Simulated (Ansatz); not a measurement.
As (space group Cmce)

```yaml
crystal:
  lattice:
    - [1.82790, -5.56367, 0.00000]
    - [1.82790, 5.56367, 0.00000]
    - [0.00000, 0.00000, 4.62748]
  atoms:
    - { symbol: As, position: [0.10728, 0.89272, 0.06980] }
    - { symbol: As, position: [0.89272, 0.10728, 0.93020] }
    - { symbol: As, position: [0.39272, 0.60728, 0.56980] }
    - { symbol: As, position: [0.60728, 0.39272, 0.43020] }
```

This relaxed cell (volume V₀) is scaled evenly in all directions, its shape held. The atoms relax within the cell's symmetry.

Method: r2SCAN+rVV10 (plane waves to 500 eV, PAW, scalar-relativistic; Ansatz, an electronic-structure program). k mesh 10×10×7 (Γ-centred), Fermi-Dirac smearing 0.05 eV. Stress and pressure are positive under compression. As was relaxed with its symmetry unable to fall.

At one point of the scan the stress tensor (GPa) is:

```
   -1.2      0.0      0.0
    0.0     -0.4      0.0
    0.0      0.0     -0.6
```

Question: Which point is it?
A. V/V₀ = 1.020
B. V/V₀ = 1.060
C. V/V₀ = 1.040
D. V/V₀ = 1.010

Answer: A, V/V₀ = 1.020

(A scan under strain: stresses follow from slopes of the energy per volume, elastic moduli from its curvatures.)
